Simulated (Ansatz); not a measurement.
Li2ZnCl4:
Space group Fd-3m, origin choice 1 (No. 227); a = 10.3170 Å, b = 10.3170 Å, c = 10.3170 Å, α = 90.00°, β = 90.00°, γ = 90.00°

| atom | site | symmetry | x | y | z |
|---|---|---|---|---|---|
| Li | 16c | .-3m | 0.1250 | 0.1250 | 0.1250 |
| Zn | 8b | -43m | 0.5000 | 0.5000 | 0.5000 |
| Cl | 32e | .3m | 0.3721 | 0.3721 | 0.3721 |
(The calculation used a cell of 14 atoms; values per cell refer to that cell.)

Relaxed with r²SCAN.

### Question
Tabulate the valence density and the electron localisation function along the shortest Zn–Cl contact (2.29 Å), DFT-r²SCAN in the program Ansatz with PAW potentials.

### Answer


```
distance from Zn (Å)  density (e/Å³)   ELF
--------------------  --------------  ----
0.23                           26.13  0.00
0.34                           13.35  0.00
0.46                            5.74  0.01
0.57                            2.42  0.05
0.69                            1.19  0.10
0.80                            0.72  0.14
0.91                            0.52  0.17
1.03                            0.47  0.25
1.14                            0.53  0.48
1.26                            0.66  0.72
1.37                            0.88  0.83
1.49                            1.18  0.86
1.60                            1.53  0.85
1.71                            1.78  0.81
1.83                            1.72  0.71
1.94                            1.25  0.55
2.06                            0.55  0.35
```

The density is the valence pseudo-density with augmentation charge, so density and ELF within about 1 Å of a nucleus are not all-electron values.

The first step of the workflow began from a Materials Project structure, measured or hypothetical; the Crystallography Open Database files this formula in space group No. 227, but the cells were not matched. Its standing as an ambient phase is unchecked. The cell was relaxed with r²SCAN under the symmetry of its start; whether a distortion lowers the energy is not shown.

Potentials: the later of the program's two PAW sets.
